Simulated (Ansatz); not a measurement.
Polymorphs of TaS₂, each relaxed with LDA in the plane-wave PAW code Ansatz:

A: R3m
a = b = 3.2699 Å, c = 17.7370 Å, α = β = 90.00°, γ = 120.00°

```json
[
 {"atom": "Ta", "site": "3a", "symmetry": "3m", "x": "0.0000", "y": "0.0000", "z": "0.1667"},
 {"atom": "S", "site": "3a", "symmetry": "3m", "x": "0.0000", "y": "0.0000", "z": "0.5877"},
 {"atom": "S", "site": "3a", "symmetry": "3m", "x": "0.0000", "y": "0.0000", "z": "0.4127"}
]
```

B: P6_3/mmc
a = b = 3.283 Å, c = 22.796 Å, α = β = 90.00°, γ = 120.00°

```json
[
 {"atom": "Ta", "site": "2a", "symmetry": "-3m.", "x": "0.0000", "y": "0.0000", "z": "0.0000"},
 {"atom": "S", "site": "4f", "symmetry": "3m.", "x": "0.3333", "y": "0.6667", "z": "0.0675"},
 {"atom": "Ta", "site": "2b", "symmetry": "-6m2", "x": "0.0000", "y": "0.0000", "z": "0.2500"},
 {"atom": "S", "site": "4f", "symmetry": "3m.", "x": "0.6667", "y": "0.3333", "z": "0.1823"}
]
```

Task: Rank these by energy per atom at 0 K (lowest first), as LDA gives it.

Result: B (+0 meV/atom), A (+5 meV/atom)

Built on a structure type that need not be the filed one of that space group: B. Standing as an ambient phase not checked: A; B. Weakly bound layers, chains or molecules computed without a dispersion correction, so cells and soft constants are ill determined: A; B. All cells were relaxed under the symmetry of their starts (and spin orders); stability against distortions was not tested throughout. Named crystals with no word on spin ran without spin polarisation. Scalar-relativistic: spin–orbit coupling is off unless named, which matters more the heavier the elements.

Energies hold the estimated change up to a 700 eV cutoff; steps of a few meV lie near the error of the meshes.

Potentials: the earlier of the program's two PAW sets. The files were generated under PBE; for other functionals the program regenerates the frozen cores, and for LDA and PBEsol the local potential too.
